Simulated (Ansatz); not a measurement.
Relaxed-ion elastic tensor of SiMo₂C in space group P6_3/mmc (No. 194; Si on 2d, Mo on 4f, C on 2a) in GPa (Voigt order), r²SCAN (plane waves, PAW; program Ansatz); density 7.52 g/cm³, 12.81 Å³ per atom.

```csv
,1,2,3,4,5,6
1,320,155,211,0.0,0.0,0.0
2,155,320,211,0.0,0.0,0.0
3,211,211,348,0.0,0.0,0.0
4,0.0,0.0,0.0,142,0.0,0.0
5,0.0,0.0,0.0,0.0,142,0.0
6,0.0,0.0,0.0,0.0,0.0,82.3
```

### Question
Is the crystal mechanically stable?

### Answer
Yes: the smallest eigenvalue of C is 82.3 GPa.

### Question
Work out the Voigt, Reuss and Hill averages.

### Answer
K_V = 238, K_R = 233, K_H = 236; G_V = 101, G_R = 87.5, G_H = 94.1 GPa.

### Question
Give Young's modulus, Poisson's ratio, Pugh's ratio and the universal anisotropy index.

### Answer
E = 9KG/(3K + G) = 249 GPa; ν = 0.32; K/G = 2.50 (ductile by the Pugh limit of 1.75); A_U = 5G_V/G_R + K_V/K_R − 6 = 0.77.

### Question
Estimate the sound speeds and the Debye temperature.

### Answer
v_l = √((K + 4G/3)/ρ) = 6930 m/s, v_t = √(G/ρ) = 3540 m/s, mean 3960 m/s; Θ = (h/k)(3n/4πV)^(1/3) v_m = 504 K.

### Question
Solve the Christoffel equation for the three sound speeds along x, y, z.

### Answer
Eigenvalues of C_ijkl n_j n_l equal ρv². In km/s, slowest first: x 3.31, 4.35, 6.52; y 3.31, 4.35, 6.52; z 4.35, 4.35, 6.80.

### Question
How much does each axis shrink under pressure?

### Answer
Linear compressibilities β_i = Σ_j S_ij (j = 1 to 3): x 1.8, y 1.8, z 0.69 per TPa.

The start of the workflow was typed in or built on a structure type; neither database checked (COD, Materials Project) lists it. Whether it is the stable phase at ambient conditions was not checked. Symmetry was held in the r²SCAN relaxation; its stability against distortions is not shown here. No spin polarisation was allowed. As this level gives no gap, shear constants depend on the k-mesh and smearing (Fermi–Dirac, 0.1 eV here).

Potentials: the later of the program's two PAW sets.
